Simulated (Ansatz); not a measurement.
## SrTl (Pm-3m), an elastic constant from a strain scan

Level of theory: DFT PBEsol, scalar-relativistic, plane waves, PAW in Ansatz. The runs took a 420 eV cutoff, a Γ-centred 12×12×12 mesh and Gaussian smearing (0.15 eV). Spin–orbit coupling is left out, which can shift energies with elements as heavy as these. No spin polarisation. Energies are free energies at this smearing, counted from the undisturbed cell; pressure is positive in compression.

The undisturbed cell (as given, not relaxed at this level; it stands at -0.3 GPa, and it needn't be the usual structure):

```xyz
2
Lattice="4.0320 0.0000 0.0000 0.0000 4.0320 0.0000 0.0000 0.0000 4.0320" Properties=species:S:1:pos:R:3 pbc="T T T"
Sr    0.0000    0.0000    0.0000
Tl    2.0160    2.0160    2.0160
```

The cell is strained by ε times the Voigt pattern (0, 0, 0, 0, 0, 1) (xx, yy, zz, yz, xz, xy; engineering shear) with fractional coordinates fixed. The cell holds 2 atoms in V0 = 65.55 Å³. The stress column is τ = (1/V0) dE/dε, got from the stress tensor σ (compression positive) at each point as −det(1 + εP) σ : P(1 + εP)⁻¹, with P the pattern as a tensor.

| ε | ΔE (meV/atom) | τ (GPa) |
| --- | --- | --- |
| -0.0200 | ? | ? |
| -0.0100 | 0.250 | -0.245 |
| 0.0000 | 0.000 | 0.000 |
| 0.0050 | 0.063 | 0.122 |
| 0.0150 | 0.563 | 0.368 |

Task: Which combination of elastic constants does this scan measure, and how large is it?

Result: For small ε, τ = τ0 + Kε with K = pᵀCp, which for this pattern is C44 in the cubic axes. The parabola through τ at ε = -0.0100, 0 and 0.0050 has slope K = 24.5 GPa at zero. The energies per cell, E = NΔE, of the same two points give K = 2[E(ε₊)/ε₊ − E(ε₋)/ε₋]/[(ε₊ − ε₋)V0] = 24.5 GPa, in agreement.

Task: Predict the withheld row at ε = -0.0200 from the harmonic law, and compare.

Result: ΔE = V0(τ0 ε + Kε²/2)/N = 1.001 meV/atom and τ = -0.49 GPa. The calculation gives 1.002 meV/atom and -0.49 GPa, a miss of 0.01 meV/atom at most, so the harmonic law still holds here.

In a metal these slopes depend on the k mesh and the smearing.